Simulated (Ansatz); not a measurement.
## Moving the fixed moment of the cell in YbH3

Symmetry: Fm-3m, No. 225, cubic system. Conventional cell: a = 5.210 Å, b = 5.210 Å, c = 5.210 Å, α = 90.00°, β = 90.00°, γ = 90.00°. Yb (site symmetry m-3m) has 8 H at 2.26 Å as nearest neighbours. H (site symmetry m-3m) is surrounded by 8 H at 2.26 Å. H (site symmetry -43m) has 4 Yb at 2.26 Å and 4 H at 2.26 Å as nearest neighbours.

The cell comes from a database or a generator and needn't be the stable form of this composition.

Kept alike: task single point; functional PBE; k mesh 7 × 7 × 7; occupations fermi-dirac, width 0.05 eV. Program: Ansatz, Ansatz PAW, cutoff 420 eV. The mesh is that of the run's cell of 4 atoms. No spin-orbit coupling.

```csv
"fixed moment of cell, M (μB)",pressure (GPa),largest site moment (μB),free energy over the lowest row (meV/atom)
0,-5.39,0.00,0.00
0.2,-5.36,0.18,1.55
0.5,-5.31,?,7.60
0.8,-5.22,0.55,30.70
1,-4.44,0.60,75.14
1.2,-4.50,0.67,162.87
1.5,-4.34,0.78,308.76
2,-3.93,0.96,579.11
```

Pressure is positive in compression, with a Pulay correction for the finite cutoff. The runs hold the magnetic state that their start led to, which needn't be the lowest. Site moments count inside each atom's sphere or projector.

**Question.** Fit the rows shown and predict the run at 0.5 μB.

**Answer.** A least-squares cubic through the rows shown is largest site moment = 0.1325 M³ - 0.5291 M² + 1.0091 M + 0 (largest miss 0.014); at M = 0.5 it gives 0.39 μB. The run gave: largest site moment 0.41 μB.
